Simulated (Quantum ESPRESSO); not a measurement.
Al2GaInP4, input and log of a self-consistent run

Computed values, not a measurement. The program is pw.x of Quantum ESPRESSO 7.5 (plane-wave density functional theory). The cell is made up: 8 atoms on a zincblende/diamond lattice, with randomly drawn elements, strain and displacements, not relaxed. PseudoDojo standard norm-conserving files (v0.5 for PBE, v0.4.1 for LDA and PBEsol) set the functional; there is no spin polarisation, spin-orbit coupling or dispersion term, and the masses in the input are unused placeholders.

Input:

```
&control calculation='scf', pseudo_dir='./dojo.nc.sr.pbe.v0_5.standard.upf', outdir='./o', disk_io='low', tprnfor=.true., tstress=.true. /
&system ibrav=0, nat=8, ntyp=4, nbnd=32, ecutwfc=79.96652505, nosym=.true., tot_charge=0,
 occupations='smearing', smearing='fd', degauss=0.0018374661
/
&electrons conv_thr=7.350e-09, electron_maxstep=60, /
ATOMIC_SPECIES
Al 1.0 Al.upf
Ga 1.0 Ga.upf
In 1.0 In.upf
P 1.0 P.upf
CELL_PARAMETERS angstrom
5.6739 0.0516 -0.065
0.0516 5.7219 -0.0148
-0.0657 -0.015 5.6699
ATOMIC_POSITIONS angstrom
Al 0.0439 -0.0275 0.0052
Ga -0.1893 2.723 2.6619
Al 2.8404 -0.0033 2.6139
In 2.8395 2.8147 -0.1338
P 1.4128 1.4628 1.361
P 1.4081 4.2828 4.3225
P 4.254 1.4135 4.2851
P 4.3044 4.2875 1.2865
K_POINTS automatic
4 4 4 1 1 1
```

The log is shortened where brackets say so; the opening notice, blank lines, dates and the lines on written files are dropped, and the path of the files is cut. It prints rydbergs, bohrs and kilobars, and counts compression as positive stress.

```
     Program PWSCF v.7.5
     Parallel version (MPI & OpenMP), running on       4 processor cores
     Number of MPI processes:                 4
     Threads/MPI process:                     1
     [start-up lines left out]
     bravais-lattice index     =            0
     lattice parameter (alat)  =      10.7233  a.u.
     unit-cell volume          =    1241.9323 (a.u.)^3
     number of atoms/cell      =            8
     number of atomic types    =            4
     number of electrons       =        52.00
     number of Kohn-Sham states=           32
     kinetic-energy cutoff     =      79.9665  Ry
     charge density cutoff     =     319.8661  Ry
     scf convergence threshold =      7.3E-09
     mixing beta               =       0.7000
     number of iterations used =            8  plain     mixing
     Exchange-correlation= PBE
                           (   1   4   3   4   0   0   0)
     [axes and pseudopotential details left out]
   Cartesian axes
     site n.     atom                  positions (alat units)
         1        Al     tau(   1) = (   0.0077364  -0.0048462   0.0009164  )
         2        Ga     tau(   2) = (  -0.0333597   0.4798655   0.4690980  )
         3        Al     tau(   3) = (   0.5005545  -0.0005815   0.4606391  )
         4        In     tau(   4) = (   0.5003959   0.4960255  -0.0235791  )
         5        P      tau(   5) = (   0.2489732   0.2577845   0.2398446  )
         6        P      tau(   6) = (   0.2481449   0.7547440   0.7617402  )
         7        P      tau(   7) = (   0.7496687   0.2490965   0.7551493  )
         8        P      tau(   8) = (   0.7585505   0.7555723   0.2267157  )
     number of k points=    32  Fermi-Dirac smearing, width (Ry)=  0.0018
                       cart. coord. in units 2pi/alat
        k(    1) = (   0.1253468   0.1231625   0.1268799), wk =   0.0625000
        k(    2) = (   0.1282079   0.1237839   0.3771178), wk =   0.0625000
     [further k points left out]
     Dense  grid:   119989 G-vectors     FFT dimensions: (  64,  64,  64)
     Estimated max dynamical RAM per process >     213.03 MB
     Estimated total dynamical RAM >     764.22 MB
     Initial potential from superposition of free atoms
     starting charge      51.9880, renormalised to      52.0000
     Starting wfcs are   42 randomized atomic wfcs
     total cpu time spent up to now is        3.2 secs
     per-process dynamical memory:   153.4 Mb
     Self-consistent Calculation
     iteration #  1     ecut=    79.97 Ry     beta= 0.70
     Davidson diagonalization with overlap
     ethr =  1.00E-02,  avg # of iterations =  4.0
     Threshold (ethr) on eigenvalues was too large:
     Diagonalizing with lowered threshold
     Davidson diagonalization with overlap
     ethr =  7.30E-04,  avg # of iterations =  2.0
     total cpu time spent up to now is       11.9 secs
     total energy              =    -350.58642410 Ry
     estimated scf accuracy    <       0.38905428 Ry
     iteration #  2     ecut=    79.97 Ry     beta= 0.70
     Davidson diagonalization with overlap
     ethr =  7.48E-04,  avg # of iterations =  2.1
     total cpu time spent up to now is       16.2 secs
     total energy              =    -350.67636654 Ry
     estimated scf accuracy    <       0.11889710 Ry
     iteration #  3     ecut=    79.97 Ry     beta= 0.70
     Davidson diagonalization with overlap
     ethr =  2.29E-04,  avg # of iterations =  2.3
     total cpu time spent up to now is       20.5 secs
     total energy              =    -350.69971376 Ry
     estimated scf accuracy    <       0.01117855 Ry
     iteration #  4     ecut=    79.97 Ry     beta= 0.70
     Davidson diagonalization with overlap
     ethr =  2.15E-05,  avg # of iterations =  9.6
     total cpu time spent up to now is       26.8 secs
     total energy              =    -350.70280875 Ry
     estimated scf accuracy    <       0.00179171 Ry
     iteration #  5     ecut=    79.97 Ry     beta= 0.70
     Davidson diagonalization with overlap
     ethr =  3.45E-06,  avg # of iterations =  6.1
     total cpu time spent up to now is       32.0 secs
     total energy              =    -350.70304608 Ry
     estimated scf accuracy    <       0.00009492 Ry
     iteration #  6     ecut=    79.97 Ry     beta= 0.70
     Davidson diagonalization with overlap
     ethr =  1.83E-07,  avg # of iterations =  3.9
     total cpu time spent up to now is       37.0 secs
     total energy              =    -350.70307443 Ry
     estimated scf accuracy    <       0.00001481 Ry
     iteration #  7     ecut=    79.97 Ry     beta= 0.70
     Davidson diagonalization with overlap
     ethr =  2.85E-08,  avg # of iterations =  2.4
     total cpu time spent up to now is       41.4 secs
     total energy              =    -350.70307771 Ry
     estimated scf accuracy    <       0.00000144 Ry
     iteration #  8     ecut=    79.97 Ry     beta= 0.70
     Davidson diagonalization with overlap
     ethr =  2.77E-09,  avg # of iterations =  3.7
     total cpu time spent up to now is       46.1 secs
     total energy              =    -350.70307824 Ry
     estimated scf accuracy    <       0.00000017 Ry
     iteration #  9     ecut=    79.97 Ry     beta= 0.70
     Davidson diagonalization with overlap
     ethr =  3.29E-10,  avg # of iterations =  2.8
     total cpu time spent up to now is       50.8 secs
     total energy              =    -350.70307828 Ry
     estimated scf accuracy    <       0.00000003 Ry
     iteration # 10     ecut=    79.97 Ry     beta= 0.70
     Davidson diagonalization with overlap
     ethr =  4.88E-11,  avg # of iterations =  3.5
     total cpu time spent up to now is       55.5 secs
     End of self-consistent calculation
     [lines on levels left out]
!    total energy              =    -350.70307828 Ry
     estimated scf accuracy    <          1.3E-09 Ry
     smearing contrib. (-TS)   =      -0.00000000 Ry
     internal energy E=F+TS    =    -350.70307828 Ry
     The total energy is F=E-TS. E is the sum of the following terms:
     one-electron contribution =    -166.58512030 Ry
     hartree contribution      =     114.22210890 Ry
     xc contribution           =    -102.60774516 Ry
     ewald contribution        =    -195.73232173 Ry
     convergence has been achieved in  10 iterations
     Forces acting on atoms (cartesian axes, Ry/au):
     atom    1 type  1   force =     0.00865752   -0.00845489    0.00249219
     atom    2 type  2   force =     0.03837112    0.01033990    0.05921760
     atom    3 type  1   force =    -0.01001697   -0.00689188    0.06437292
     atom    4 type  3   force =     0.00406928    0.00773555    0.02885693
     atom    5 type  4   force =    -0.02939811   -0.04016906    0.02748651
     atom    6 type  4   force =    -0.04652556    0.05084029   -0.10274059
     atom    7 type  4   force =     0.02654375   -0.05131754   -0.08851849
     atom    8 type  4   force =     0.00829896    0.03791762    0.00883292
     Total force =     0.204294     Total SCF correction =     0.000117
     Computing stress (Cartesian axis) and pressure
          total   stress  (Ry/bohr**3)                   (kbar)     P=       -4.49
   0.00000496  -0.00023386   0.00007575            0.73      -34.40       11.14
  -0.00023386  -0.00002105  -0.00002926          -34.40       -3.10       -4.30
   0.00007575  -0.00002926  -0.00007546           11.14       -4.30      -11.10
     init_run     :      3.01s CPU      3.12s WALL (       1 calls)
     electrons    :     51.81s CPU     52.30s WALL (       1 calls)
     forces       :      0.82s CPU      0.85s WALL (       1 calls)
     stress       :      2.65s CPU      2.76s WALL (       1 calls)
     [timing details left out]
     PWSCF        :     58.37s CPU     59.17s WALL
     JOB DONE.
```

In other units: free energy -4771.558 eV for the cell, pressure -0.45 GPa, largest force component 2.642 eV/Å. A rerun of the same cell at another strain at 1377 eV and a 6 x 6 x 6 mesh moved values by no more than 0.007 eV in energy, 0.02 GPa in stress and 0.002 eV/Å in force.